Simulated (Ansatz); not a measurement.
ZrRh:
```
ZrRh
1.0
    1.68002    -9.73156     0.00000
    1.68002     9.73156     0.00000
    0.00000     0.00000     4.31740
Zr Rh
4 4
Direct
  0.56153   0.43847   0.25000
  0.43847   0.56153   0.75000
  0.69494   0.30506   0.75000
  0.30506   0.69494   0.25000
  0.94303   0.05697   0.25000
  0.05697   0.94303   0.75000
  0.83165   0.16835   0.75000
  0.16835   0.83165   0.25000
```

Relaxed with PBEsol. Special points in fractions of this cell's reciprocal vectors: Γ (0.000, 0.000, 0.000); Y (-0.500, 0.500, 0.000); C0 (-0.257, 0.743, 0.000); Σ0 (0.257, 0.257, 0.000); Z (0.000, 0.000, 0.500); A0 (0.257, 0.257, 0.500); E0 (-0.257, 0.743, 0.500); T (-0.500, 0.500, 0.500); S (0.000, 0.500, 0.000); R (0.000, 0.500, 0.500).

Task: List the band energies nearest the Fermi level at these points for the program Ansatz at the PBEsol level (PAW).

Result: In eV from the Fermi level; about four levels below and three above (degenerate sets whole), none deeper than 8.9 eV; points with the same levels are listed once.

```json
[
 {"k": "Γ", "below": "-2.06 -1.86 -1.41 -1.14", "above": "0.41 0.65 0.97"},
 {"k": "Y", "below": "-1.97 -1.90 -1.48 -1.39", "above": "0.05 0.71 0.84"},
 {"k": "C0", "below": "-1.15 -0.91 -0.68 -0.18", "above": "0.35 0.35 0.75"},
 {"k": "Z", "below": "-1.83 -1.83 -0.69 -0.69", "above": "0.07 0.07 0.67 0.67"},
 {"k": "A0", "below": "-0.81 -0.81 -0.53 -0.53", "above": "0.37 0.37 0.84 0.84"},
 {"k": "T", "below": "-1.78 -1.78 -0.80 -0.80", "above": "0.14 0.14 0.79 0.79"},
 {"k": "S", "below": "-1.09 -1.06 -0.66 -0.21", "above": "0.22 0.49 0.81"},
 {"k": "R", "below": "-0.72 -0.72 -0.61 -0.61", "above": "0.44 0.44 0.84 0.84"}
]
```

Space group Cmcm. The first step of the workflow began from a Materials Project structure, measured or hypothetical; the Crystallography Open Database copy checked does not list it. COD files the formula under space group No. 62, 221. Its standing as an ambient phase is unchecked. The PBEsol relaxation kept the symmetry of its start; whether a distortion lowers the energy is not shown. The run is not spin-polarised. Spin–orbit coupling is left out wherever it is not named.

Potentials: the later of the program's two PAW sets.
